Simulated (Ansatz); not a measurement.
An Ansatz (a quantum-chemistry and plane-wave program) run. Input:

Ansatz 0.2 input:
```yaml
crystal:
  lattice:
    - [4.0692475832, 0.0, 0.0]
    - [0.0, 4.0692475832, 0.0]
    - [0.0, 0.0, 3.7091737246]
  atoms:
    - { symbol: Ca, position: [0.5, 0.5, 0.5] }
    - { symbol: Sc, position: [0.0, 0.0, 0.0] }
    - { symbol: O, position: [0.5, 0.0, 0.0] }
    - { symbol: O, position: [0.0, 0.5, 0.0] }
    - { symbol: H, position: [0.0, 0.0, 0.5] }
kpoints:
  mp_grid: { grid: [4, 4, 5] }
hamiltonian:
  xc: hse06
  pseudopotentials: { azcp: { folder: ./paw }, kind: paw }
scf:
  n_extra_bands: 6
  occupations: { method: fixed }
output:
  eigenvalues: true
  eigenstates:
    e_range: [-9.0, 12.0]
    kpoints:
      - [0.0, 0.0, 0.5]  # VBM
      - [0.0, 0.5, 0.5]  # CBM
      - [0.0, 0.0, 0.0]  # GAMMA
      - [0.0, 0.0, 0.5]  # Z
      - [0.5, 0.5, 0.0]  # M
      - [0.5, 0.5, 0.5]  # A
      - [0.0, 0.5, 0.5]  # R
      - [0.0, 0.5, 0.0]  # X
```

Output (shortened):

```
Pseudopotential: Ca, paw, valence charge 10
Pseudopotential: Sc, paw, valence charge 11
Pseudopotential: O, paw, valence charge 6
Pseudopotential: H, paw, valence charge 1
Functional definition: HSE06
davidson cushion auto → on  (no smearing: the cushion is to keep the highest requested band from converging to the state above it …
Crystal: 5 atoms, lattice volume = 61.419 Å³
Basis set: ecut = 420 eV, 1221 PW (Γ)
Bands: 23, of which v1, the nominal top of the filled ones, is band 17 counted from 1 (16 counted from 0)
Symmetry: 16 space group operations
Space group: P4/mmm (ITA 123), of the structure as read, at distance tolerance 3.9e-5 Å
k-points: 18 of 80
SCF iter   1: F=—  HF=-5111.206440 eV  |F-HF|=—  |Δ(HF+E_count)|=         —  Δρ=9.18e-2  dr2=4.72e0  ethr=1.00e-1  ⟨swp⟩=6.7  Hψ=1364  notcnv=0
preconditioner: auto → none
SCF iter   2: F=—  HF=-5110.965911 eV  |F-HF|=—  |Δ(HF+E_count)|=   2.41e-1  Δρ=7.73e-2  dr2=3.59e0  ethr=1.39e-2  ⟨swp⟩=5.2  Hψ=1277  notcnv=0  defer=6
iter 3 solved again at ethr=4.85e-4 eV; its pass at ethr=1.06e-2 eV (dr2=1.65e-1 eV) is discarded
SCF iter   3: F=—  HF=-5110.210858 eV  |F-HF|=—  |Δ(HF+E_count)|=   7.55e-1  Δρ=2.06e-2  dr2=1.67e-1  ethr=4.85e-4  ⟨swp⟩=4.1  Hψ=2083  notcnv=0
SCF iter   4: F=—  HF=-5110.232971 eV  |F-HF|=—  |Δ(HF+E_count)|=   2.21e-2  Δρ=5.48e-3  dr2=1.06e-2  ethr=4.85e-4  ⟨swp⟩=3.8  Hψ=1101  notcnv=0
SCF iter   5: F=—  HF=-5110.237986 eV  |F-HF|=—  |Δ(HF+E_count)|=   5.02e-3  Δρ=1.67e-3  dr2=1.01e-3  ethr=3.11e-5  ⟨swp⟩=3.9  Hψ=1177  notcnv=0
SCF iter   6: F=-5110.238690 eV  HF=-5110.238765 eV  |F-HF|=7.50e-5  |Δ(HF+E_count)|=   7.79e-4  Δρ=4.50e-4  dr2=1.22e-4  ethr=2.97e-6  ⟨swp⟩=3.7  Hψ=1115  notcnv=0
SCF 1 stopped early in 6 iterations: F = -5110.238690 eV  dr2 = 1.22e-4
Crystal: 5 atoms, lattice volume = 61.419 Å³
Exchange kernel: α = 0.2500, screened, ω = 0.2079 Å⁻¹, Wigner–Seitz truncation, v(0) = 1038.6766 eV·Å³, q-mesh 4×4×5, nearest image of the exchange supercell L …
Frozen-core exchange: fock
SCF iter   1: F=—  HF=-5111.155112 eV  |F-HF|=—  |Δ(HF+E_count)|=         —  Δρ=1.32e-2  dr2=1.71e-1  ethr=3.59e-6  ⟨swp⟩=8.1  Hψ=2294  notcnv=0
preconditioner: auto → none
SCF iter   2: F=—  HF=-5111.102175 eV  |F-HF|=—  |Δ(HF+E_count)|=   5.29e-2  Δρ=3.30e-3  dr2=1.12e-2  ethr=3.59e-6  ⟨swp⟩=5.0  Hψ=1724  notcnv=0
SCF iter   3: F=—  HF=-5111.121142 eV  |F-HF|=—  |Δ(HF+E_count)|=   1.90e-2  Δρ=1.84e-3  dr2=3.03e-3  ethr=3.59e-6  ⟨swp⟩=4.4  Hψ=1497  notcnv=0
SCF iter   4: F=—  HF=-5111.120109 eV  |F-HF|=—  |Δ(HF+E_count)|=   1.03e-3  Δρ=4.37e-4  dr2=9.81e-5  ethr=3.59e-6  ⟨swp⟩=4.0  Hψ=1276  notcnv=0
SCF iter   5: F=—  HF=-5111.120548 eV  |F-HF|=—  |Δ(HF+E_count)|=   4.39e-4  Δρ=4.76e-4  dr2=1.01e-4  ethr=1.89e-7  ⟨swp⟩=4.5  Hψ=1405  notcnv=0
SCF iter   6: F=-5111.120515 eV  HF=-5111.120522 eV  |F-HF|=7.48e-6  |Δ(HF+E_count)|=   2.62e-5  Δρ=1.16e-4  dr2=8.91e-6  ethr=1.89e-7  ⟨swp⟩=3.0  Hψ=1047  notcnv=0
SCF 2 stopped early in 6 iterations: F = -5111.120515 eV  dr2 = 8.91e-6
hybrid outer 1: dexx = +2.505e-2 eV, tail = 5.47e-5 eV
Crystal: 5 atoms, lattice volume = 61.419 Å³
Exchange kernel: α = 0.2500, screened, ω = 0.2079 Å⁻¹, Wigner–Seitz truncation, v(0) = 1038.6766 eV·Å³, q-mesh 4×4×5, nearest image of the exchange supercell L …
Frozen-core exchange: fock
SCF iter   1: F=—  HF=-5111.120371 eV  |F-HF|=—  |Δ(HF+E_count)|=         —  Δρ=7.17e-5  dr2=2.31e-6  ethr=8.05e-7  ⟨swp⟩=3.8  Hψ=1028  notcnv=0
preconditioner: auto → none
SCF iter   2: F=—  HF=-5111.120371 eV  |F-HF|=—  |Δ(HF+E_count)|=   3.51e-7  Δρ=3.86e-5  dr2=5.81e-7  ethr=6.33e-9  ⟨swp⟩=4.3  Hψ=1381  notcnv=0
iter 3 solved again at ethr=9.04e-11 eV; its pass at ethr=1.25e-9 eV (dr2=3.07e-8 eV) is discarded
SCF iter   3: F=—  HF=-5111.120371 eV  |F-HF|=—  |Δ(HF+E_count)|=   2.31e-8  Δρ=1.18e-5  dr2=1.42e-7  ethr=9.04e-11  ⟨swp⟩=2.7  Hψ=2054  notcnv=0
SCF iter   4: F=—  HF=-5111.120373 eV  |F-HF|=—  |Δ(HF+E_count)|=   1.80e-6  Δρ=2.39e-5  dr2=2.92e-7  ethr=9.04e-11  ⟨swp⟩=5.8  Hψ=1631  notcnv=0
SCF iter   5: F=-5111.120373 eV  HF=-5111.120373 eV  |F-HF|=1.49e-8  |Δ(HF+E_count)|=   8.82e-8  Δρ=4.87e-6  dr2=2.65e-8  ethr=9.04e-11  ⟨swp⟩=4.1  Hψ=1413  notcnv=0
SCF 3 converged in 5 iterations: F = -5111.120373 eV  dr2 = 2.65e-8
hybrid outer 2: dexx = +2.178e-6 eV, tail = 6.95e-8 eV, Δε = 3.42e-3 eV (about 1.33e-4 eV left of the loop's levels)
the search or the solves at the SCF's close seem to have found levels that the self-consistency loop had missed (the run counts 1) …
NSCF: frozen V_eff on 8 k-points
hybrid SCF converged: 2 outer / 11 inner (+6 warm-up), last move |dexx| = 2.18e-6 eV, tail = 6.95e-8 eV
Stability not checked (fock_operator)
Free energy (F): -5111.120373 eV
Frozen-core exchange: fock
Harris-Foulkes:  -5111.120373 eV  (|F-HF|=1.49e-8)
Internal energy: -5111.120373 eV  (E = F + TS)
E sigma→0 (E₀):  -5111.120373 eV
Fermi energy:    6.904789 eV
--- Per-component energies (eV) ---
  E_band       = -357.810179
  E_kinetic    = 816.363741
  E_local      = -2166.892674  (includes V_loc(G=0)·N_el)
  E_nonlocal   = 329.469844
  E_hartree    = 761.984361
  E_xc         = -296.862696
  E_vxc        = -369.071424  (∫ρ·V_xc dr)
  E_exx        = -103.462578  (= α·E_x^exact, valence–valence)
  E_paw        = -2149.947710  (= ΣΔE_a)
  E_vpaw       = -284.724017  (= ΣTr[D̂ρ^β])
  E_aug_tail   = 0.000505  (compensation charges beyond the density's cutoff)
  E_ewald      = -2301.405031
  E_core_change = -0.368134  (= ΣΔE_core)
  E_smearing   =  0.000000  (= −TS)
  E_closure    =  0.000000  (closes the sum)
  Σ components = -5111.120373   (vs F -5111.120373, Δ=9.09e-13)
  [band-id]    e_kinetic+e_local+e_nonlocal+2·e_hartree+e_vxc+2·e_exx+e_vpaw+e_augmentation_tail = -357.810460   (vs E_band -357.810179, Δ=-2.81e-4)
--- Band table (eV; the first three rows and the last of 18) ---
  k-point 0: bands = ["-43.6869", "-35.8318", "-20.8612", "-20.8511", "-20.8511", "-15.3407", "-15.3407", "-15.2251", "-11.5216", "-10.9405", "2.7409", "4.4404", "4.4404", "4.9687", "5.7838", "6.1708", "6.1708", "12.1092", "12.5323", "12.6591", "12.6591", "13.0353", "13.8820"]
  k-point 1: bands = ["-43.6842", "-35.8285", "-20.9110", "-20.8482", "-20.8482", "-15.3347", "-15.3347", "-15.3139", "-11.4112", "-10.9172", "2.6384", "4.3610", "4.3610", "5.3653", "5.4712", "6.1517", "6.1517", "12.3005", "12.3005", "12.3342", "13.1943", "13.6796", "14.4493"]
  k-point 2: bands = ["-43.6798", "-35.8233", "-20.9908", "-20.8435", "-20.8435", "-15.4490", "-15.3249", "-15.3249", "-11.2396", "-10.8790", "2.3333", "4.2266", "4.2266", "4.7901", "6.1406", "6.1406", "6.9048", "11.7462", "11.7462", "12.8606", "13.8497", "14.4680", "14.6300"]
  k-point 17: bands = ["-43.6744", "-35.8169", "-21.0403", "-21.0403", "-20.9748", "-15.3848", "-15.3848", "-15.3401", "-10.3102", "-10.3102", "2.8494", "2.8512", "3.4357", "3.9773", "3.9773", "4.7987", "6.6673", "13.8368", "13.8368", "13.9372", "14.1612", "14.1612", "15.0451"]
```

Cost: roughly 70 core-seconds on shared cores.

The points marked VBM and CBM come from a semilocal run.

The start of the workflow was typed in or built on a structure type; neither database checked (COD, Materials Project) lists it. Whether it is the stable phase at ambient conditions was not checked. The r²SCAN relaxation kept the symmetry of its start; whether a distortion lowers the energy is not shown. No spin polarisation was allowed.

Potentials: the earlier of the program's two PAW sets. The files were generated under PBE; for other functionals the program regenerates the frozen cores, and for LDA and PBEsol the local potential too.

Ansatz is a plane-wave DFT program.
